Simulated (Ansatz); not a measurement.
Yb$_{3}$SnO (anti-perovskite, space group No. 221), the program Ansatz at the PBE level (PAW), all energies at zero smearing, with the estimated change up to a 700 eV cutoff added, with one set of potentials and settings (totals compare only within such a set). Cell of 5 atoms (1 Sn, 1 O, 3 Yb): -47981.972 eV.

| element | reference phase | E (eV/atom) |
|---|---|---|
| Sn | Fd-3m, 2 atoms in the cell | -6024.2128 |
| O | C2/m, 4 atoms in the cell, spin-polarised | -565.0000 |
| Yb | Fm-3m, 1 atoms in the cell | -13795.0278 |

Formation energy per atom, worked out: (-47981.972 − 1×(-6024.2128) − 1×(-565.0000) − 3×(-13795.0278))/5 = -1.535 eV/atom (-148 kJ per mol of atoms), at 0 K, without zero-point energy or fitted corrections.

Space group Pm-3m (anti-perovskite). The workflow started from an entry of the Crystallography Open Database (COD). Its standing as an ambient phase is unchecked. Symmetry was held in the PBE relaxation; its stability against distortions is not shown here. The workflow began spin-polarised and lost its moments. The 4f shell is in the valence. No Hubbard U is applied. The references are the lowest solids computed at this level, not always the standard phases (solids in place of the gases). Spin–orbit coupling is left out wherever it is not named.

Potentials: the later of the program's two PAW sets.
